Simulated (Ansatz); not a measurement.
SnI$_{4}$:
```
CELL_PARAMETERS angstrom
      5.84922     0.00000     0.00000
      0.00000     5.84922     0.00000
      0.00000     0.00000     5.84922
ATOMIC_POSITIONS crystal
  Sn 0.00000 0.00000 0.00000
  I  0.26431 0.73569 0.73569
  I  0.73569 0.73569 0.26431
  I  0.73569 0.26431 0.73569
  I  0.26431 0.26431 0.26431
```

Relaxed with LDA.

Problem. Map the valence electron density (e/Å³), cut off at 0.9 on the plane through (0.000, 0.000, 0.000) spanned by u = [1, 0, 0] and v = [0, 1, 1] in lattice vectors, from DFT-LDA in the program Ansatz with PAW potentials.

Solution. x is the fraction of u, y of v (the angle between them is 90°; rows are the nearest grid lines); atoms in the plane: Sn at (0.00, 0.00), I at (0.26, 0.74), I at (0.26, 0.26).
```
|999995210000000000000012599999|
|999984211000000000000011379999|
|999964321110000000000001249999|
|555555555432110000000000012345|
|224579999997531000000000000112|
|124799999999952100000000000001|
|124899999999953100000000000001|
|124799999999852100000000000001|
|012479999997421000000000000000|
|001123444432110000000000000000|
|000011222211000000000000000000|
|000000000000000000000000000000|
|000000000000000000000000000000|
|000011222211000000000000000000|
|001123444432110000000000000000|
|012479999997421000000000000000|
|124799999999852100000000000001|
|124899999999953100000000000001|
|124799999999952100000000000001|
|224579999997531000000000000112|
|555555555432110000000000012345|
|999964321110000000000001249999|
|999984211000000000000011379999|
|999995210000000000000012599999|
```
Scale: ten equal steps from 0.009 (start of '0') to 0.900 (end of '9'), in the order '0123456789'; x runs from 0.000 to 1.00, y from 0.000 (bottom) to 1.00 (top).

The density is the valence pseudo-density with augmentation charge, so density and ELF within about 1 Å of a nucleus are not all-electron values.

Space group P-43m. The workflow started from a Materials Project entry (that database holds measured and hypothetical structures alike); the Crystallography Open Database files this formula in space group No. 215, but the cells were not matched. Its standing as an ambient phase is unchecked. Symmetry was held in the LDA relaxation; its stability against distortions is not shown here. A crystal of weakly bound molecules computed without a dispersion correction: the cell and the soft elastic constants depend strongly on that. Spin–orbit coupling is left out wherever it is not named.

Potentials: the later of the program's two PAW sets.
